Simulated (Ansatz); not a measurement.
Sb (space group R-3m)

```
CELL_PARAMETERS angstrom
      4.37432     2.52551     7.69342
     -2.18716     1.26276     3.84671
      0.00000    -2.52551     3.84671
ATOMIC_POSITIONS crystal
  Sb 0.13363 0.26727 0.26727
  Sb 0.63363 0.26727 0.26727
  Sb 0.36637 0.73273 0.73273
  Sb 0.86637 0.73273 0.73273
```

A phonon eigenvector at L = (0.5, 0.0, 0.0) is frozen into this cell: atom i moves by Q times the vector below, so Q is the largest atomic displacement, in Å. The cell is held. (q is in reciprocal vectors of the primitive cell; the cell shown is doubled to hold the pattern.)

```csv
atom,x,y,z
Sb1,0.500,-0.866,0.000
Sb2,-0.500,0.866,0.000
Sb3,-0.500,0.866,0.000
Sb4,0.500,-0.866,0.000
```

These are PBE (plane waves to 420 eV, PAW, scalar-relativistic; Ansatz, a program for electronic structure) values and carry that method's errors. k mesh 7×13×13 (Γ-centred), Fermi-Dirac smearing 0.05 eV. E stands for the smeared free energy. With partly filled bands, energies and forces of such displacements shift with the k mesh and the smearing. Sb was relaxed with its symmetry unable to fall. Spin-orbit coupling is left out, though Sb is heavy. ΔE is measured from the undisplaced structure. The last digit holds for this mesh only.

| Q (Å) | ΔE (meV/cell) |
|---|---|
| -0.180 | 533.9 |
| -0.150 | 371.7 |
| -0.120 | 238.3 |
| -0.090 | withheld |
| -0.060 | 59.7 |
| -0.030 | 14.9 |
| 0.000 | 0.0 |
| 0.030 | 14.9 |
| 0.060 | 59.7 |
| 0.090 | withheld |
| 0.120 | 238.3 |
| 0.150 | 371.7 |
| 0.180 | 533.9 |

**Question.** Fit an even polynomial form (powers 2, 4) to the given rows and predict ΔE at Q = 0.090.

**Answer.** Least squares on the 11 given rows: ΔE = (16610)·Q² + (-3949)·Q⁴, in meV/cell with Q in Å; root-mean-square residual 0.06 meV/cell. At 0.090 the fit gives 134.3 meV/cell; the calculation gives 134.2 meV/cell, so the interpolation is off by 0.1 (+0.1 %). The quadratic term alone would give 134.5 meV/cell.

(For displaced atoms, the force is minus the slope of the energy, and its curvature is a force constant, which sets phonon frequencies.)
